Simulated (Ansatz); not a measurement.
Input, command and steps of an Ansatz relaxation.

```yaml
crystal:
  lattice:
    - [-2.0350777271, 2.0350777271, 5.0139128564]
    - [2.0350777271, -2.0350777271, 5.0139128564]
    - [2.0350777271, 2.0350777271, -5.0139128564]
  atoms:
    - { symbol: Sr, position: [0.0, 0.0, 0.0] }
    - { symbol: Ni, position: [0.75, 0.25, 0.5] }
    - { symbol: Ni, position: [0.25, 0.75, 0.5] }
    - { symbol: As, position: [0.6379843254, 0.6379843254, 0.0] }
    - { symbol: As, position: [0.3620156746, 0.3620156746, 0.0] }
basis:
  ecutwfc: 420
kpoints:
  mp_grid: { grid: [12, 12, 12] }
hamiltonian:
  xc: pbesol
scf:
  occupations: { method: gaussian, width: 0.1 }
output:
  forces: true
  stress: true
  eigenvalues: true
relax:
  adjacent_minimum: "off"
  f_tol: 0.01
  max_steps: 30
  cell: { stress_tol: 0.1, fix: [volume] }
```

```bash
ansatz run input.yaml --threads 2 --pin off --max-ram 5120MiB --backend cpu --events-out ev --progress --plain --runs-dir out
```

Method: DFT PBEsol, scalar-relativistic, plane waves, PAW in Ansatz 0.2.0.

The volume is held at 0.97 times that of the relaxed cell.

Of 4 frames 3 are shown, positions in Å and forces in eV/Å; the SCF threshold varies from step to step. Steps run on the plane waves of an earlier cell, with a Pulay correction in the pressure. The basis is chosen afresh for the last frame, the zero of the energies, and at times for earlier ones too; energy and pressure step there, also at an unchanged geometry. Spin polarisation was left out; whether the Ni atoms would carry moments isn't shown by this run.

```xyz
5
Lattice="-2.0351 2.0351 5.0139 2.0351 -2.0351 5.0139 2.0351 2.0351 -5.0139" Properties=species:S:1:pos:R:3:forces:R:3 pbc="T T T" step=1 free_energy_over_end_meV_per_atom=1.24 pressure_GPa=3.43
Sr    0.0000    0.0000    0.0000    0.0000    0.0000    0.0000
Ni    0.0000    2.0351    2.5070    0.0000    0.0000    0.0000
Ni    2.0351    0.0000    2.5070    0.0000    0.0000    0.0000
As    0.0000    0.0000    6.3976    0.0000    0.0000   -0.2316
As    0.0000    0.0000    3.6302    0.0000    0.0000    0.2316
5
Lattice="-2.0381 2.0381 4.9990 2.0381 -2.0381 4.9990 2.0381 2.0381 -4.9990" Properties=species:S:1:pos:R:3:forces:R:3 pbc="T T T" step=2 free_energy_over_end_meV_per_atom=0.27 pressure_GPa=3.01
Sr    0.0000    0.0000    0.0000    0.0000    0.0000    0.0000
Ni    0.0000    2.0381    2.4995    0.0000    0.0000    0.0000
Ni    2.0381    0.0000    2.4995    0.0000    0.0000    0.0000
As    0.0000    0.0000    6.3671    0.0000    0.0000   -0.1094
As    0.0000    0.0000    3.6310    0.0000    0.0000    0.1094
5
Lattice="-2.0409 2.0409 4.9852 2.0409 -2.0409 4.9852 2.0409 2.0409 -4.9852" Properties=species:S:1:pos:R:3:forces:R:3 pbc="T T T" step=4 free_energy_over_end_meV_per_atom=0.00 pressure_GPa=2.65
Sr    0.0000    0.0000    0.0000    0.0000    0.0000    0.0000
Ni    0.0000    2.0409    2.4926    0.0000    0.0000    0.0000
Ni    2.0409    0.0000    2.4926    0.0000    0.0000    0.0000
As    0.0000    0.0000    6.3393    0.0000    0.0000    0.0024
As    0.0000    0.0000    3.6311    0.0000    0.0000   -0.0024
```

It took 61 s on 2 threads of Intel(R) Xeon(R) 6975P-C (Granite Rapids), with other jobs on the host, peak memory 0.76 GiB.